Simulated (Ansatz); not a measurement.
Zr2SiB2:
Space group P-6m2 (No. 187); a = b = 3.1855 Å, c = 7.8031 Å, α = β = 90.00°, γ = 120.00°

```
atom  site  symmetry       x       y       z
----  ----  --------  ------  ------  ------
Zr      2h       3m.  0.3333  0.6667  0.2792
Si      1a      -6m2  0.0000  0.0000  0.0000
B       1b      -6m2  0.0000  0.0000  0.5000
B       1f      -6m2  0.6667  0.3333  0.5000
```

Relaxed with r²SCAN.

Problem. Tabulate the valence density and the electron localisation function along the shortest Zr–B contact (2.52 Å), r²SCAN (plane waves, PAW; program Ansatz).

Solution. 

```csv
distance from Zr (Å),density (e/Å³),ELF
0.25,4.09,0.36
0.38,4.23,0.62
0.50,3.74,0.76
0.63,2.80,0.78
0.76,1.79,0.72
0.88,1.03,0.52
1.01,0.58,0.27
1.13,0.38,0.15
1.26,0.32,0.17
1.39,0.33,0.31
1.51,0.37,0.49
1.64,0.43,0.60
1.76,0.52,0.61
1.89,0.60,0.54
2.02,0.66,0.37
2.14,0.64,0.15
2.27,0.53,0.03
```

The density is the valence pseudo-density with augmentation charge, so density and ELF within about 1 Å of a nucleus are not all-electron values.

The start of the workflow was typed in or built on a structure type; neither database checked (COD, Materials Project) lists it. Whether it is the stable phase at ambient conditions was not checked. Symmetry was held in the r²SCAN relaxation; whether a distortion lowers the energy is not shown. No spin polarisation was allowed.

Potentials: the earlier of the program's two PAW sets.
